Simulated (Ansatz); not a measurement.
With r²SCAN+D4 in the plane-wave PAW code Ansatz, SiGeO3 in the tetragonal phase (P4mm; Si on 1b, Ge on 1a, O on 2c, O on 1b) relaxes to a = 3.409 Å, c = 4.404 Å. Against the elements it lies at -1.91 eV/atom, with no fitted shifts.

It is gapped at this level: 2.26 eV (indirect). The valence maximum lies at X and the conduction minimum at Z. The screened hybrid HSE06 puts the gap at 2.90 eV. Gap from r²SCAN+D4 with spin–orbit coupling: 2.26 eV. The electron mass is 0.35, 0.48, 0.48 mₑ (principal values). The hole mass is 0.30, 0.50, 1.8 mₑ (principal values).

Bader charges are Si +3.32, Ge +1.39, O -1.58 to -1.55 e.

The start of the workflow was typed in or built on a structure type; neither database checked (COD, Materials Project) lists it. Its standing as an ambient phase is unchecked. The r²SCAN+D4 relaxation kept the symmetry of its start; its stability against distortions is not shown here. The references are the lowest solids computed at this level, not always the standard phases (solids in place of the gases). Scalar-relativistic: spin–orbit coupling is off unless named, which matters more the heavier the elements.

Potentials: the later of the program's two PAW sets.
